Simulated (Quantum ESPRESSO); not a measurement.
# Strain and stress in ZnCaMg2O4

These are calculations, not measurements. They come from pw.x of Quantum ESPRESSO 7.5, a plane-wave density functional program, with PseudoDojo standard norm-conserving files (v0.5 for PBE, v0.4.1 for LDA and PBEsol). The cells are made up: elements, strain and atom displacements were drawn at random, and nothing was relaxed. There is no spin polarisation, spin-orbit coupling or dispersion term.

The cell has 8 sites of a rocksalt lattice. Sites 1 to 4 hold Zn Ca Mg Mg; sites 5 to 8 hold O O O O. Cell vectors in Å: (4.494, -0.023, -0.039); (-0.023, 4.451, -0.020); (-0.039, -0.020, 4.544). Settings: PBE, cutoff 1143 eV, 4 x 4 x 4 k mesh shifted by half a step, Fermi-Dirac smearing of 0.025 eV.

Each run adds the same strain along x and y to one cell, with the atoms carried along; the vectors above are those of run 3. Stress is positive in tension and P is minus a third of its trace. E is the free energy for each atom above the lowest run shown.

| run | strain (%) | s_xx (GPa) | s_yy (GPa) | s_zz (GPa) | s_xy (GPa) | P (GPa) | E (meV/atom) |
| --- | --- | --- | --- | --- | --- | --- | --- |
| 1 | -2.30 | -4.24 | -8.74 | 0.33 | -0.73 | 4.22 | 8.09 |
| 2 | -1.16 | -0.38 | -4.20 | 2.17 | -0.68 | 0.80 | 1.01 |
| 3 | -0.71 | 1.00 | -2.58 | 2.87 | -0.66 | -0.43 | 0.00 |
| 4 | 1.04 | 5.61 | 2.89 | 5.45 | -0.59 | -4.65 | 4.49 |
| 5 | 1.67 | 7.01 | 4.57 | 6.33 | -0.57 | -5.97 | 9.10 |
| 7 | 2.36 | 8.41 | 6.27 | 7.25 | -0.55 | -7.31 | 15.71 |
| 6 | 1.95 | ? | ? | ? | ? | ? | ? |

A rerun of one of these cells at 1437 eV and k mesh 6 x 6 x 6 moved values by no more than 0.002 eV in the cell's energy, 0.04 GPa in stress and 0.005 eV/Å in force.

## Worked fit

A parabola through the six runs shown gives s_xx = 3.01 + 2.72 e - 0.185 e² GPa, with e in per cent and a scatter of 0.03 GPa. The slope is a stiffness of 272 ± 3 GPa for each unit of this strain at e = 0, the sum of the responses of s_xx to strain along x and along y. The atoms are clamped, and relaxing them would in general lower it. The error is the larger of the fit's own and the change that a cubic makes, rounded up.

## Withheld run

Question: what s_xx should run 6 give?

The fit gives 7.61 GPa. The calculation gave 7.59 GPa.

```
run  strain (%)  s_xx (GPa)  s_yy (GPa)  s_zz (GPa)  s_xy (GPa)  P (GPa)  E (meV/atom)
  6        1.95        7.59        5.28        6.70       -0.56    -6.53         11.57
```